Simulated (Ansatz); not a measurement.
Sr (fcc, Cu type)

```xyz
1
Lattice="0.0000 3.0145 3.0145 3.0145 0.0000 3.0145 3.0145 3.0145 0.0000" Properties=species:S:1:pos:R:3 pbc="T T T"
Sr     0.0000     0.0000     0.0000
```

The slice is a {100} plane (indices of the conventional cell) through the point (0.000, 0.000, 0.000) (fractional), spanned by u = [100] and v = [0 1 -1] in vectors of this cell: u (4.26 Å) and v (4.26 Å, at 90° to u). It covers one period; positions are fractions (u, v).

Calculation: PBE (plane waves to 420 eV, PAW, scalar-relativistic; Ansatz, a quantum-chemistry and plane-wave program). k mesh 13×13×13. Inside the PAW spheres the values are not all-electron values, and peaks at nuclei hang on which shells count as valence. Sr was relaxed with its symmetry unable to fall. The PAW data are Ansatz's earlier set.

Question: What is the valence density on the shortest Sr–Sr line in this plane (4.26 Å), at its midpoint?

Answer: 0.04 e/Å³.

Question: What is the ELF at the midpoint of the shortest Sr–Sr line in this plane (4.26 Å)?

Answer: 0.28.

Question: Predict the map of the valence electron density on the slice.

Answer: 
```
|@@@@@@@@%%##++--..              ..--++##%%@@@@@@|
|@@@@@@@@%%**==--..              ..--==**%%@@@@@@|
|@@@@@@%%##++==::..              ..::==++##%%@@@@|
|@@%%%%##**==--..                  ..--==**##%%%%|
|####**++==--::..                  ..::--==++**##|
|++++====--::..                      ..::--====++|
|------::....                          ....::----|
|........                                  ......|
|                                                |
|                                                |
|                                                |
|                                                |
|                                                |
|                                                |
|                                                |
|........                                  ......|
|------::....                          ....::----|
|++++====--::..                      ..::--====++|
|####**++==--::..                  ..::--==++**##|
|@@%%%%##**==--..                  ..--==**##%%%%|
|@@@@@@%%##++==::..              ..::==++##%%@@@@|
|@@@@@@@@%%**==--..              ..--==**%%@@@@@@|
|@@@@@@@@%%##++--..              ..--++##%%@@@@@@|
|%%@@@@@@@@##++--..              ..--++##@@@@@@@@|
```
Scale: ten equal steps from -1.40 (start of ' ') to 0.42 (end of '@'), in the order ' .:-=+*#%@'. Values: log₁₀ of the valence density in e/Å³. The map has 24 points along u (two characters each, u = 0 at the left) and 24 along v (v = 0 in the bottom row). The scale is logarithmic, as a density can span decades between atoms and voids.
